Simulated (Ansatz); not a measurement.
Ga2O3:
```cif
data_Ga12O18
_chemical_formula_sum 'Ga12 O18'
_space_group_name_H-M_alt 'R-3c :H'
_space_group_IT_number 167
_space_group_name_Hall '-R 3 2"c'
_cell_length_a 4.98476
_cell_length_b 4.98476
_cell_length_c 13.44086
_cell_angle_alpha 90.000
_cell_angle_beta 90.000
_cell_angle_gamma 120.000
loop_
_atom_site_label
_atom_site_type_symbol
_atom_site_symmetry_multiplicity
_atom_site_Wyckoff_symbol
_atom_site_fract_x
_atom_site_fract_y
_atom_site_fract_z
_atom_site_occupancy
Ga1 Ga 12 c 0.00000 0.00000 0.14460 1
O1 O 18 e 0.30361 0.30361 0.75000 1
```
(The calculation used a cell of 10 atoms; values per cell refer to that cell.)

Relaxed with r²SCAN.

Which orbitals make up the states near the band edges in r²SCAN (plane waves, PAW; program Ansatz)?

Top 1 eV of the valence band: O 2p 95 %. Bottom 1 eV of the conduction band: Ga 4s 50 %, O 2s 33 %, O 2p 11 %, Ga 4p 6 %. Projections are on Löwdin-orthogonalised atomic valence shells; empty p or d shells of many metals are not among them.

Tabulate the density of states.

States/eV per cell of 10 atoms, in 0.25 eV bins, energy from the valence-band maximum.

```csv
E (eV),total,O 2p,Ga 4s,Ga 4p
-7.86,0.00,0.00,0.00,0.00
-7.61,0.00,0.00,0.00,0.00
-7.36,0.00,0.00,0.00,0.00
-7.11,0.26,0.16,0.09,0.00
-6.86,0.90,0.55,0.29,0.02
-6.61,2.37,1.48,0.68,0.11
-6.36,4.66,2.93,1.22,0.27
-6.11,4.24,2.69,1.04,0.26
-5.86,4.30,2.75,0.95,0.32
-5.61,3.70,2.38,0.75,0.31
-5.36,2.23,1.43,0.44,0.17
-5.11,2.34,1.53,0.42,0.18
-4.86,2.90,1.98,0.38,0.33
-4.61,3.95,2.85,0.20,0.72
-4.36,1.87,1.38,0.08,0.34
-4.11,4.71,3.48,0.20,0.79
-3.86,6.44,4.78,0.24,1.04
-3.61,4.38,3.30,0.17,0.66
-3.36,3.97,3.03,0.13,0.57
-3.11,5.09,3.96,0.20,0.66
-2.86,4.07,3.27,0.14,0.50
-2.61,5.30,4.31,0.17,0.62
-2.36,5.76,4.79,0.13,0.62
-2.11,4.90,4.12,0.10,0.46
-1.86,4.97,4.29,0.07,0.40
-1.61,6.80,6.00,0.07,0.49
-1.36,6.74,6.02,0.07,0.42
-1.11,8.60,7.79,0.07,0.44
-0.86,7.77,7.19,0.05,0.24
-0.61,11.83,11.13,0.05,0.22
-0.36,13.99,13.36,0.03,0.11
-0.11,4.96,4.79,0.01,0.02
0.14,0.00,0.00,0.00,0.00
0.39,0.00,0.00,0.00,0.00
0.64,0.00,0.00,0.00,0.00
0.89,0.00,0.00,0.00,0.00
1.14,0.00,0.00,0.00,0.00
1.39,0.00,0.00,0.00,0.00
1.64,0.00,0.00,0.00,0.00
1.89,0.00,0.00,0.00,0.00
2.14,0.00,0.00,0.00,0.00
2.39,0.00,0.00,0.00,0.00
2.64,0.00,0.00,0.00,0.00
2.89,0.00,0.00,0.00,0.00
3.14,0.00,0.00,0.00,0.00
3.39,0.00,0.00,0.00,0.00
3.64,0.01,0.00,0.00,0.00
3.89,0.05,0.00,0.03,0.00
4.14,0.08,0.01,0.04,0.00
4.39,0.12,0.02,0.06,0.01
4.64,0.16,0.02,0.07,0.01
4.89,0.20,0.03,0.08,0.02
5.14,0.25,0.05,0.10,0.03
5.39,0.30,0.06,0.12,0.04
5.64,0.37,0.08,0.14,0.04
5.89,0.44,0.11,0.16,0.06
6.14,0.54,0.14,0.20,0.07
6.39,0.66,0.17,0.24,0.09
6.64,0.83,0.22,0.31,0.11
6.89,1.18,0.31,0.46,0.17
7.14,2.92,0.67,1.38,0.42
7.39,4.66,1.08,2.37,0.61
7.64,3.56,0.88,1.80,0.45
7.89,3.56,0.88,1.73,0.50
8.14,4.91,1.29,2.52,0.56
8.39,2.80,0.77,1.44,0.28
```

Symmetry was held in the r²SCAN relaxation. Scalar-relativistic: spin–orbit coupling is off unless named, which matters more the heavier the elements.

Potentials: the later of the program's two PAW sets.
